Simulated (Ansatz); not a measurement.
BaTe:
```cif
data_Ba4Te4
_chemical_formula_sum 'Ba4 Te4'
_space_group_name_H-M_alt 'Fm-3m'
_space_group_IT_number 225
_space_group_name_Hall '-F 4 2 3'
_cell_length_a 7.06335
_cell_length_b 7.06335
_cell_length_c 7.06335
_cell_angle_alpha 90.000
_cell_angle_beta 90.000
_cell_angle_gamma 90.000
loop_
_atom_site_label
_atom_site_type_symbol
_atom_site_symmetry_multiplicity
_atom_site_Wyckoff_symbol
_atom_site_fract_x
_atom_site_fract_y
_atom_site_fract_z
_atom_site_occupancy
Ba1 Ba 4 a 0.00000 0.00000 0.00000 1
Te1 Te 4 b 0.50000 0.50000 0.50000 1
```
(The calculation used a cell of 2 atoms; values per cell refer to that cell.)

Relaxed with r²SCAN. Independent-particle spectrum: no excitons, no local fields, no scissors shift; 0.1 eV broadening; ε₁ of the summed bands alone.

Question: Tabulate the dielectric function from DFT-r²SCAN in the program Ansatz with PAW potentials.

Answer: 

```csv
E (eV),ε₁ xx,ε₂ xx
0.0,5.55,0.00
0.4,5.58,0.00
0.8,5.69,0.00
1.2,5.88,0.00
1.6,6.22,0.00
2.0,6.83,0.00
2.4,8.59,0.83
2.8,7.94,2.70
3.2,7.55,3.39
3.6,7.11,4.26
4.0,7.07,4.77
4.4,6.41,6.33
4.8,5.39,7.13
5.2,4.05,8.10
5.6,1.75,8.33
6.0,0.76,7.80
6.4,-1.00,6.91
6.8,-1.83,6.05
7.2,-2.31,4.26
7.6,-2.14,2.34
8.0,-1.52,1.96
8.4,-0.68,1.35
8.8,-0.28,2.28
9.2,-0.96,1.35
9.6,-0.60,1.47
10.0,-0.65,0.81
10.4,-0.02,0.38
10.8,0.46,0.45
11.2,0.61,1.86
11.6,0.18,0.57
12.0,0.82,0.67
```

Question: From ε at 2.9 eV (xx: 7.79 + 2.90i), find n, k, the normal reflectivity and the absorption coefficient.

Answer: n = 2.84, k = 0.511, R = 24 %, α = 2kE/ħc = 150000 cm⁻¹.

With all bands, ε∞ without local fields is 5.61. DFPT, with local fields, gives 5.31.

The r²SCAN relaxation kept the symmetry of its start; of distortions, only those at the zone centre were tested. Spin–orbit coupling is left out wherever it is not named.

Potentials: the later of the program's two PAW sets.
